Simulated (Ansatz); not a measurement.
**Is this Co result the lowest state?**

We look at Co: a measured crystal structure (space group P6_3/mmc), with 2 atoms per cell. Source: COD entry 9011616; it may be a high-temperature, high-pressure or metastable form.

Theory: Ansatz, DFT, PBE, PAW, plane waves, scalar-relativistic.

```yaml
crystal:
  lattice:
    - [2.52700165, 0.0, 0.0]
    - [-1.26350082, 2.18844762, 0.0]
    - [0.0, 0.0, 4.119]
  atoms:
    - { symbol: Co, position: [0.33333333, 0.66666667, 0.25], spin: 3.0 }
    - { symbol: Co, position: [0.66666667, 0.33333333, 0.75] }
magnetization:
  spin_polarized: true
hamiltonian:
  xc: pbe
  pseudopotentials: { kind: paw }
basis:
  ecutwfc: 420
kpoints:
  mp_grid: { grid: [13, 13, 7] }
scf:
  occupations: { method: fermi_dirac, width: 0.1 }
  lower_state_search: "off"
output:
  forces: true
  stress: true
```

Time: 9 s on 2 threads of Arm Neoverse V2, on a shared host, peak memory 0.34 GiB.

The end of the output:

```
SCF converged after 27 iterations
Magnetization: 3.2735 μB (18.6368 up, 15.3632 down)
Absolute magnetization: 3.6307 μB (∫|ρ↑−ρ↓|, with the PAW one-centre terms)
Spin contamination: 0.0629 ħ² per cell (⟨S²⟩ above its minimum at these occupations)
Per-site moments (μB) at R_I (Å): [(1.7178, 1.0411), (1.7178, 1.0411)]
Free energy (F): -10252.304051 eV
Harris-Foulkes:  -10252.304051 eV  (|F-HF|=9.73e-9)
Internal energy: -10252.240797 eV  (E = F + TS)
E sigma→0 (E₀):  -10252.272424 eV
Entropy (-TS):   -0.063255 eV (-31.627 meV/atom)
Fermi energy:    17.647206 eV
--- Forces (eV/Å), atoms counted from 1 ---
  atom   1  Co    -0.00000000     0.00000000     0.00000000
  atom   2  Co     0.00000000    -0.00000000     0.00000000
--- Stress (GPa, compression-positive) ---
       -8.687467       0.000000       0.000000
        0.000000      -8.687467       0.000000
        0.000000       0.000000      -9.761825
  P = ⅓ Tr σ = -9.0456 GPa (-90.456 kbar)
```

Site moments are taken inside atomic spheres and don't add up to the total.

**Question.** Has the SCF ended in the lowest solution? If not, by how much is it too high?

**Answer.** No lower state turned up: it is the lowest of 3 states reached by 13 converged runs, and the next lies 221 meV/atom higher (antiferromagnetic, site moments Co1 1.13, Co2 -1.13 μB, total 0.00 μB per cell, no gap on the k-mesh). That doesn't prove a ground state. Orders that need a larger cell or non-collinear spins weren't tried.
